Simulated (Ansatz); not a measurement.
Total density of states per atom from plane-wave PAW LDA (Ansatz code), in 0.25 eV bins, energy from the Fermi level:

```json
[
 {"E (eV)": "-7.85", "states/eV/atom": "0.08"},
 {"E (eV)": "-7.60", "states/eV/atom": "0.07"},
 {"E (eV)": "-7.35", "states/eV/atom": "0.06"},
 {"E (eV)": "-7.10", "states/eV/atom": "0.06"},
 {"E (eV)": "-6.85", "states/eV/atom": "0.24"},
 {"E (eV)": "-6.60", "states/eV/atom": "0.74"},
 {"E (eV)": "-6.35", "states/eV/atom": "0.79"},
 {"E (eV)": "-6.10", "states/eV/atom": "0.47"},
 {"E (eV)": "-5.85", "states/eV/atom": "0.30"},
 {"E (eV)": "-5.60", "states/eV/atom": "0.44"},
 {"E (eV)": "-5.35", "states/eV/atom": "0.29"},
 {"E (eV)": "-5.10", "states/eV/atom": "0.47"},
 {"E (eV)": "-4.85", "states/eV/atom": "0.61"},
 {"E (eV)": "-4.60", "states/eV/atom": "0.88"},
 {"E (eV)": "-4.35", "states/eV/atom": "0.60"},
 {"E (eV)": "-4.10", "states/eV/atom": "0.97"},
 {"E (eV)": "-3.85", "states/eV/atom": "1.05"},
 {"E (eV)": "-3.60", "states/eV/atom": "0.64"},
 {"E (eV)": "-3.35", "states/eV/atom": "0.42"},
 {"E (eV)": "-3.10", "states/eV/atom": "0.35"},
 {"E (eV)": "-2.85", "states/eV/atom": "0.35"},
 {"E (eV)": "-2.60", "states/eV/atom": "0.53"},
 {"E (eV)": "-2.35", "states/eV/atom": "0.76"},
 {"E (eV)": "-2.10", "states/eV/atom": "0.66"},
 {"E (eV)": "-1.85", "states/eV/atom": "0.62"},
 {"E (eV)": "-1.60", "states/eV/atom": "0.45"},
 {"E (eV)": "-1.35", "states/eV/atom": "0.28"},
 {"E (eV)": "-1.10", "states/eV/atom": "0.15"},
 {"E (eV)": "-0.85", "states/eV/atom": "0.13"},
 {"E (eV)": "-0.60", "states/eV/atom": "0.14"},
 {"E (eV)": "-0.35", "states/eV/atom": "0.20"},
 {"E (eV)": "-0.10", "states/eV/atom": "0.13"},
 {"E (eV)": "0.15", "states/eV/atom": "0.22"},
 {"E (eV)": "0.40", "states/eV/atom": "0.35"},
 {"E (eV)": "0.65", "states/eV/atom": "0.40"},
 {"E (eV)": "0.90", "states/eV/atom": "0.54"},
 {"E (eV)": "1.15", "states/eV/atom": "0.74"},
 {"E (eV)": "1.40", "states/eV/atom": "0.81"},
 {"E (eV)": "1.65", "states/eV/atom": "0.98"},
 {"E (eV)": "1.90", "states/eV/atom": "1.00"},
 {"E (eV)": "2.15", "states/eV/atom": "1.04"},
 {"E (eV)": "2.40", "states/eV/atom": "1.19"},
 {"E (eV)": "2.65", "states/eV/atom": "0.68"},
 {"E (eV)": "2.90", "states/eV/atom": "0.73"},
 {"E (eV)": "3.15", "states/eV/atom": "0.59"},
 {"E (eV)": "3.40", "states/eV/atom": "0.80"},
 {"E (eV)": "3.65", "states/eV/atom": "0.64"},
 {"E (eV)": "3.90", "states/eV/atom": "0.72"},
 {"E (eV)": "4.15", "states/eV/atom": "0.40"}
]
```

Task: Which compound is it?
A) Mg2Ge, anti-fluorite
B) GeI2, CdI2 type
C) ZrGeS, P4/nmm (Zr on 2c, Ge on 2a, S on 2c)
D) Pb4Se3S, P4/mmm (Pearson symbol tP8)

Result: C, ZrGeS, P4/nmm (Zr on 2c, Ge on 2a, S on 2c). Within 0.5 eV of the Fermi level: Zr 4d 67 %, Ge 4p 14 %, S 3p 8 %, Ge 4s 5 %. Projections are on Löwdin-orthogonalised atomic valence shells; empty p or d shells of many metals are not among them.

The first step of the workflow began from a Materials Project structure, measured or hypothetical; the Crystallography Open Database files this formula in space group No. 129, but the cells were not matched. Its standing as an ambient phase is unchecked. The LDA relaxation kept the symmetry of its start; its stability against distortions is not shown here. No spin polarisation was allowed. Spin–orbit coupling is left out wherever it is not named.

Potentials: the later of the program's two PAW sets.
